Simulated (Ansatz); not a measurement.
A relaxation computed with Ansatz, from input to last step.

```yaml
crystal:
  lattice:
    - [6.1267868549, 0.0, 0.0093682402]
    - [0.0, 6.5839133106, 0.0]
    - [-0.4620823854, 0.0, 7.8800639575]
  atoms:
    - { symbol: H, position: [0.7588611566, 0.25, 0.1106627138] }
    - { symbol: H, position: [0.2411388434, 0.75, 0.8893372862] }
    - { symbol: H, position: [0.9873797589, 0.25, 0.3837514093] }
    - { symbol: H, position: [0.0126202411, 0.75, 0.6162485907] }
    - { symbol: H, position: [0.3893329116, 0.25, 0.6467082058] }
    - { symbol: H, position: [0.6106670884, 0.75, 0.3532917942] }
    - { symbol: H, position: [0.727209497, 0.25, 0.812186093] }
    - { symbol: H, position: [0.272790503, 0.75, 0.187813907] }
    - { symbol: H, position: [0.9403914647, 0.1149923171, 0.7182251124] }
    - { symbol: H, position: [0.0596085353, 0.6149923171, 0.2817748876] }
    - { symbol: H, position: [0.0596085353, 0.8850076829, 0.2817748876] }
    - { symbol: H, position: [0.9403914647, 0.3850076829, 0.7182251124] }
    - { symbol: C, position: [0.4569093463, 0.25, 0.2418701153] }
    - { symbol: C, position: [0.5430906537, 0.75, 0.7581298847] }
    - { symbol: C, position: [0.683426878, 0.25, 0.2320673087] }
    - { symbol: C, position: [0.316573122, 0.75, 0.7679326913] }
    - { symbol: C, position: [0.8087130302, 0.25, 0.3847562467] }
    - { symbol: C, position: [0.1912869698, 0.75, 0.6152437533] }
    - { symbol: C, position: [0.7060953788, 0.25, 0.5390559946] }
    - { symbol: C, position: [0.2939046212, 0.75, 0.4609440054] }
    - { symbol: C, position: [0.4779432934, 0.25, 0.5303798498] }
    - { symbol: C, position: [0.5220567066, 0.75, 0.4696201502] }
    - { symbol: C, position: [0.8351897967, 0.25, 0.7061487619] }
    - { symbol: C, position: [0.1648102033, 0.75, 0.2938512381] }
    - { symbol: Br, position: [0.2750572456, 0.25, 0.0338328841] }
    - { symbol: Br, position: [0.7249427544, 0.75, 0.9661671159] }
    - { symbol: "N", position: [0.354514636, 0.25, 0.3839300895] }
    - { symbol: "N", position: [0.645485364, 0.75, 0.6160699105] }
basis:
  ecutwfc: 420
kpoints:
  mp_grid: { grid: [4, 4, 4] }
hamiltonian:
  xc: pbe
  dispersion: d3bj
scf:
  occupations: { method: gaussian, width: 0.02 }
output:
  forces: true
  stress: true
  eigenvalues: true
  write_density: true
  write_potential: true
  elf: true
  volumetric_format: npy
relax:
  adjacent_minimum: "off"
  f_tol: 0.02
  max_steps: 70
  cell: { stress_tol: 0.03 }
```

```bash
ansatz run input.yaml --threads 4 --pin off --max-ram 9216MiB --backend cpu --events-out ev --progress --plain --runs-dir out
```

These are results of DFT PBE+D3(BJ), scalar-relativistic, plane waves, PAW in Ansatz, not measurements.

Of 6 frames 6 are shown, positions in Å and forces in eV/Å; the SCF threshold varies from step to step. Steps run on the plane waves of an earlier cell, with a Pulay correction in the pressure. The basis is chosen afresh for the last frame, the zero of the energies, and can be on the way; energy and pressure step there, also at an unchanged geometry.

```xyz
28
Lattice="6.1268 0.0000 0.0094 0.0000 6.5839 0.0000 -0.4621 0.0000 7.8801" Properties=species:S:1:pos:R:3:forces:R:3 pbc="T T T" step=1 free_energy_over_end_meV_per_atom=0.08 pressure_GPa=-0.07
H     4.5982    1.6460    0.8791    0.0080    0.0000    0.0060
H     1.0665    4.9379    7.0103   -0.0080    0.0000   -0.0060
H     5.8721    1.6460    3.0332    0.0090    0.0000   -0.0030
H    -0.2074    4.9379    4.8562   -0.0090    0.0000    0.0030
H     2.0865    1.6460    5.0997   -0.0100    0.0000   -0.0130
H     3.5782    4.9379    2.7897    0.0100    0.0000    0.0130
H     4.0802    1.6460    6.4069   -0.0010    0.0000   -0.0080
H     1.5845    4.9379    1.4825    0.0010    0.0000    0.0080
H     5.4297    0.7571    5.6685   -0.0060    0.0070    0.0030
H     0.2350    4.0491    2.2210    0.0060    0.0070   -0.0030
H     0.2350    5.8268    2.2210    0.0060   -0.0070   -0.0030
H     5.4297    2.5349    5.6685   -0.0060   -0.0070    0.0030
C     2.6876    1.6460    1.9102   -0.0160    0.0000   -0.0150
C     2.9771    4.9379    5.9792    0.0160    0.0000    0.0150
C     4.0800    1.6460    1.8351    0.0120    0.0000    0.0030
C     1.5847    4.9379    6.0543   -0.0120    0.0000   -0.0030
C     4.7770    1.6460    3.0395   -0.0190    0.0000   -0.0200
C     0.8877    4.9379    4.8500    0.0190    0.0000    0.0200
C     4.0770    1.6460    4.2544    0.0000    0.0000    0.0320
C     1.5877    4.9379    3.6350    0.0000    0.0000   -0.0320
C     2.6832    1.6460    4.1839    0.0070    0.0000    0.0260
C     2.9815    4.9379    3.7055   -0.0070    0.0000   -0.0260
C     4.7907    1.6460    5.5723   -0.0020    0.0000   -0.0130
C     0.8740    4.9379    2.3171    0.0020    0.0000    0.0130
Br    1.6696    1.6460    0.2692    0.0060    0.0000    0.0020
Br    3.9951    4.9379    7.6203   -0.0060    0.0000   -0.0020
N     1.9946    1.6460    3.0287    0.0140    0.0000    0.0030
N     3.6701    4.9379    4.8607   -0.0140    0.0000   -0.0030
28
Lattice="6.1125 0.0000 0.0245 0.0000 6.5677 0.0000 -0.4415 0.0000 7.8673" Properties=species:S:1:pos:R:3:forces:R:3 pbc="T T T" step=2 free_energy_over_end_meV_per_atom=-0.11 pressure_GPa=-0.01
H     4.6045    1.6419    0.8882    0.0060    0.0000    0.0040
H     1.0665    4.9258    7.0037   -0.0060    0.0000   -0.0040
H     5.8706    1.6419    3.0453    0.0050    0.0000   -0.0010
H    -0.1996    4.9258    4.8466   -0.0050    0.0000    0.0010
H     2.0780    1.6419    5.1002   -0.0060    0.0000   -0.0090
H     3.5930    4.9258    2.7917    0.0060    0.0000    0.0090
H     4.0673    1.6419    6.4130   -0.0010    0.0000   -0.0030
H     1.6037    4.9258    1.4788    0.0010    0.0000    0.0030
H     5.4198    0.7532    5.6806   -0.0030    0.0030    0.0010
H     0.2512    4.0370    2.2113    0.0030    0.0030   -0.0010
H     0.2512    5.8145    2.2113    0.0030   -0.0030   -0.0010
H     5.4198    2.5306    5.6806   -0.0030   -0.0030    0.0010
C     2.6898    1.6419    1.9128   -0.0120    0.0000   -0.0030
C     2.9812    4.9258    5.9791    0.0120    0.0000    0.0030
C     4.0825    1.6419    1.8420    0.0030    0.0000    0.0020
C     1.5885    4.9258    6.0498   -0.0030    0.0000   -0.0020
C     4.7753    1.6419    3.0486   -0.0150    0.0000   -0.0080
C     0.8957    4.9258    4.8433    0.0150    0.0000    0.0080
C     4.0720    1.6419    4.2618   -0.0010    0.0000    0.0150
C     1.5990    4.9258    3.6300    0.0010    0.0000   -0.0150
C     2.6785    1.6419    4.1871    0.0040    0.0000    0.0140
C     2.9925    4.9258    3.7048   -0.0040    0.0000   -0.0140
C     4.7813    1.6419    5.5816   -0.0020    0.0000   -0.0070
C     0.8897    4.9258    2.3102    0.0020    0.0000    0.0070
Br    1.6758    1.6419    0.2694    0.0040    0.0000    0.0010
Br    3.9952    4.9258    7.6224   -0.0040    0.0000   -0.0010
N     1.9940    1.6419    3.0295    0.0190    0.0000   -0.0030
N     3.6770    4.9258    4.8624   -0.0190    0.0000    0.0030
28
Lattice="6.1102 0.0000 0.0403 0.0000 6.5657 0.0000 -0.4210 0.0000 7.8666" Properties=species:S:1:pos:R:3:forces:R:3 pbc="T T T" step=3 free_energy_over_end_meV_per_atom=-0.15 pressure_GPa=0.01
H     4.6231    1.6414    0.9052    0.0040    0.0000   -0.0010
H     1.0661    4.9242    7.0017   -0.0040    0.0000    0.0010
H     5.8777    1.6414    3.0672   -0.0020    0.0000   -0.0020
H    -0.1885    4.9242    4.8397    0.0020    0.0000    0.0020
H     2.0746    1.6414    5.1040   -0.0020    0.0000   -0.0010
H     3.6147    4.9242    2.8030    0.0020    0.0000    0.0010
H     4.0580    1.6414    6.4262   -0.0010    0.0000    0.0030
H     1.6312    4.9242    1.4807    0.0010    0.0000   -0.0030
H     5.4144    0.7528    5.7016    0.0000   -0.0020    0.0000
H     0.2748    4.0356    2.2054    0.0000   -0.0020    0.0000
H     0.2748    5.8129    2.2054    0.0000    0.0020    0.0000
H     5.4144    2.5300    5.7016    0.0000    0.0020    0.0000
C     2.7026    1.6414    1.9200   -0.0090    0.0000    0.0060
C     2.9867    4.9242    5.9870    0.0090    0.0000   -0.0060
C     4.0956    1.6414    1.8559    0.0000    0.0000   -0.0030
C     1.5937    4.9242    6.0510    0.0000    0.0000    0.0030
C     4.7822    1.6414    3.0658    0.0000    0.0000    0.0030
C     0.9070    4.9242    4.8411    0.0000    0.0000   -0.0030
C     4.0737    1.6414    4.2763    0.0000    0.0000    0.0000
C     1.6155    4.9242    3.6307    0.0000    0.0000    0.0000
C     2.6808    1.6414    4.1949    0.0000    0.0000   -0.0010
C     3.0085    4.9242    3.7121    0.0000    0.0000    0.0010
C     4.7766    1.6414    5.5990    0.0000    0.0000    0.0020
C     0.9126    4.9242    2.3079    0.0000    0.0000   -0.0020
Br    1.6946    1.6414    0.2731    0.0000    0.0000   -0.0030
Br    3.9946    4.9242    7.6339    0.0000    0.0000    0.0030
N     2.0023    1.6414    3.0337    0.0080    0.0000   -0.0050
N     3.6869    4.9242    4.8732   -0.0080    0.0000    0.0050
28
Lattice="6.1102 0.0000 0.0403 0.0000 6.5657 0.0000 -0.4210 0.0000 7.8666" Properties=species:S:1:pos:R:3:forces:R:3 pbc="T T T" step=4 free_energy_over_end_meV_per_atom=0.01 pressure_GPa=0.00
H     4.6231    1.6414    0.9052    0.0040    0.0000   -0.0020
H     1.0661    4.9242    7.0017   -0.0040    0.0000    0.0020
H     5.8777    1.6414    3.0672   -0.0010    0.0000   -0.0020
H    -0.1885    4.9242    4.8397    0.0010    0.0000    0.0020
H     2.0746    1.6414    5.1040   -0.0020    0.0000   -0.0010
H     3.6147    4.9242    2.8030    0.0020    0.0000    0.0010
H     4.0580    1.6414    6.4262   -0.0020    0.0000    0.0030
H     1.6312    4.9242    1.4807    0.0020    0.0000   -0.0030
H     5.4144    0.7528    5.7016    0.0010   -0.0020    0.0000
H     0.2748    4.0356    2.2054   -0.0010   -0.0020    0.0000
H     0.2748    5.8129    2.2054   -0.0010    0.0020    0.0000
H     5.4144    2.5300    5.7016    0.0010    0.0020    0.0000
C     2.7026    1.6414    1.9200   -0.0090    0.0000    0.0060
C     2.9867    4.9242    5.9870    0.0090    0.0000   -0.0060
C     4.0956    1.6414    1.8559    0.0000    0.0000   -0.0020
C     1.5937    4.9242    6.0510    0.0000    0.0000    0.0020
C     4.7822    1.6414    3.0658   -0.0010    0.0000    0.0040
C     0.9070    4.9242    4.8411    0.0010    0.0000   -0.0040
C     4.0737    1.6414    4.2763    0.0000    0.0000    0.0000
C     1.6155    4.9242    3.6307    0.0000    0.0000    0.0000
C     2.6808    1.6414    4.1949    0.0000    0.0000   -0.0010
C     3.0085    4.9242    3.7121    0.0000    0.0000    0.0010
C     4.7766    1.6414    5.5990    0.0010    0.0000    0.0020
C     0.9126    4.9242    2.3079   -0.0010    0.0000   -0.0020
Br    1.6946    1.6414    0.2731    0.0000    0.0000   -0.0030
Br    3.9946    4.9242    7.6339    0.0000    0.0000    0.0030
N     2.0023    1.6414    3.0337    0.0070    0.0000   -0.0050
N     3.6869    4.9242    4.8732   -0.0070    0.0000    0.0050
28
Lattice="6.1053 0.0000 0.0468 0.0000 6.5725 0.0000 -0.4123 0.0000 7.8559" Properties=species:S:1:pos:R:3:forces:R:3 pbc="T T T" step=5 free_energy_over_end_meV_per_atom=-0.02 pressure_GPa=0.00
H     4.6274    1.6431    0.9068    0.0010    0.0000    0.0000
H     1.0657    4.9294    6.9959   -0.0010    0.0000    0.0000
H     5.8769    1.6431    3.0708   -0.0010    0.0000   -0.0020
H    -0.1839    4.9294    4.8319    0.0010    0.0000    0.0020
H     2.0695    1.6431    5.1001    0.0000    0.0000    0.0010
H     3.6235    4.9294    2.8027    0.0000    0.0000   -0.0010
H     4.0511    1.6431    6.4269    0.0000    0.0000    0.0000
H     1.6420    4.9294    1.4758    0.0000    0.0000    0.0000
H     5.4088    0.7545    5.7048    0.0000   -0.0010    0.0000
H     0.2842    4.0407    2.1979    0.0000   -0.0010    0.0000
H     0.2842    5.8180    2.1979    0.0000    0.0010    0.0000
H     5.4088    2.5318    5.7048    0.0000    0.0010    0.0000
C     2.7041    1.6431    1.9175    0.0000    0.0000    0.0050
C     2.9889    4.9294    5.9852    0.0000    0.0000   -0.0050
C     4.0973    1.6431    1.8563   -0.0020    0.0000   -0.0020
C     1.5957    4.9294    6.0465    0.0020    0.0000    0.0020
C     4.7814    1.6431    3.0676    0.0010    0.0000    0.0030
C     0.9116    4.9294    4.8351   -0.0010    0.0000   -0.0030
C     4.0709    1.6431    4.2769   -0.0030    0.0000   -0.0030
C     1.6221    4.9294    3.6258    0.0030    0.0000    0.0030
C     2.6781    1.6431    4.1926   -0.0010    0.0000   -0.0010
C     3.0149    4.9294    3.7101    0.0010    0.0000    0.0010
C     4.7713    1.6431    5.6010    0.0010    0.0000    0.0020
C     0.9217    4.9294    2.3017   -0.0010    0.0000   -0.0020
Br    1.6987    1.6431    0.2690   -0.0010    0.0000    0.0000
Br    3.9943    4.9294    7.6338    0.0010    0.0000    0.0000
N     2.0022    1.6431    3.0300    0.0030    0.0000   -0.0030
N     3.6908    4.9294    4.8727   -0.0030    0.0000    0.0030
28
Lattice="6.1053 0.0000 0.0468 0.0000 6.5725 0.0000 -0.4123 0.0000 7.8559" Properties=species:S:1:pos:R:3:forces:R:3 pbc="T T T" step=6 free_energy_over_end_meV_per_atom=0.00 pressure_GPa=0.00
H     4.6274    1.6431    0.9068    0.0010    0.0000    0.0000
H     1.0657    4.9294    6.9959   -0.0010    0.0000    0.0000
H     5.8769    1.6431    3.0708   -0.0010    0.0000   -0.0020
H    -0.1839    4.9294    4.8319    0.0010    0.0000    0.0020
H     2.0695    1.6431    5.1001    0.0000    0.0000    0.0010
H     3.6235    4.9294    2.8027    0.0000    0.0000   -0.0010
H     4.0511    1.6431    6.4269   -0.0010    0.0000    0.0000
H     1.6420    4.9294    1.4758    0.0010    0.0000    0.0000
H     5.4088    0.7545    5.7048    0.0000   -0.0010    0.0000
H     0.2842    4.0407    2.1979    0.0000   -0.0010    0.0000
H     0.2842    5.8180    2.1979    0.0000    0.0010    0.0000
H     5.4088    2.5318    5.7048    0.0000    0.0010    0.0000
C     2.7041    1.6431    1.9175    0.0000    0.0000    0.0050
C     2.9889    4.9294    5.9852    0.0000    0.0000   -0.0050
C     4.0973    1.6431    1.8563   -0.0020    0.0000   -0.0010
C     1.5957    4.9294    6.0465    0.0020    0.0000    0.0010
C     4.7814    1.6431    3.0676    0.0010    0.0000    0.0030
C     0.9116    4.9294    4.8351   -0.0010    0.0000   -0.0030
C     4.0709    1.6431    4.2769   -0.0030    0.0000   -0.0030
C     1.6221    4.9294    3.6258    0.0030    0.0000    0.0030
C     2.6781    1.6431    4.1926   -0.0010    0.0000   -0.0010
C     3.0149    4.9294    3.7101    0.0010    0.0000    0.0010
C     4.7713    1.6431    5.6010    0.0010    0.0000    0.0020
C     0.9217    4.9294    2.3017   -0.0010    0.0000   -0.0020
Br    1.6987    1.6431    0.2690   -0.0010    0.0000    0.0000
Br    3.9943    4.9294    7.6338    0.0010    0.0000    0.0000
N     2.0022    1.6431    3.0300    0.0030    0.0000   -0.0030
N     3.6908    4.9294    4.8727   -0.0030    0.0000    0.0030
```

Time: 100 s on 4 threads of Arm Neoverse V1, with other jobs on the host, peak memory 1.1 GiB.